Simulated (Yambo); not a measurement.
RbHgF3 (cubic perovskite, space group Pm-3m, No. 221), G0W0@PBEsol in Yambo with this input:

```
rim_cut
gw0
dyson
el_el_corr
HF_and_locXC
ppa
em1d
RandQpts= 1000000
RandGvec= 1 Ry
EXXRLvcs= 84 Ry
VXCRLvcs= 336 Ry
Chimod= "HARTREE"
% BndsRnXp
 9 | 286 |
%
NGsBlkXp= 7 Ry
% LongDrXp
 1.0 | 1.0 | 1.0 |
%
PPAPntXp= 27.2114 eV
% GbndRnge
 1 | 286 |
%
GTermKind= "BG"
DysSolver= "n"
ExtendOut
```

On a 2×2×2 mesh, with wavefunctions cut at 84 Ry, the gap (R → Γ) is 2.225 eV and the valence edge shifts by -0.965 eV.

Q: What happens with this change: 120 bands in G?

A: The gap rises by 0.048 eV, to 2.273 eV; the shift of the valence edge becomes -0.955 eV. Neither run is shown to be the converged limit.

Spin-orbit coupling is included.

Geometry of the Materials Project entry, not relaxed at this level; primitive cell a = b = c = 4.549 Å, α = β = γ = 90.00°.

A shift is the quasiparticle energy of the state minus its PBEsol energy.
